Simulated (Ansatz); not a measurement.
Input:

KF:
Space group Fm-3m (No. 225); a = 5.3175 Å, b = 5.3175 Å, c = 5.3175 Å, α = 90.00°, β = 90.00°, γ = 90.00°

```json
[
 {"atom": "K", "site": "4a", "symmetry": "m-3m", "x": "0.0000", "y": "0.0000", "z": "0.0000"},
 {"atom": "F", "site": "4b", "symmetry": "m-3m", "x": "0.5000", "y": "0.5000", "z": "0.5000"}
]
```
(The calculation used a cell of 2 atoms; values per cell refer to that cell.)

This is the r²SCAN-relaxed structure.

Problem. All from plane-wave PAW r²SCAN (Ansatz code), unless another level is named. Give the vibrational entropy at 300 K.

Solution. 33.0 J/(K·mol of atoms).

Problem. And the Young's modulus?

Solution. 46.5 GPa.

Symmetry was held in the r²SCAN relaxation; phonons on a q-mesh show no instability.

Potentials: the later of the program's two PAW sets.
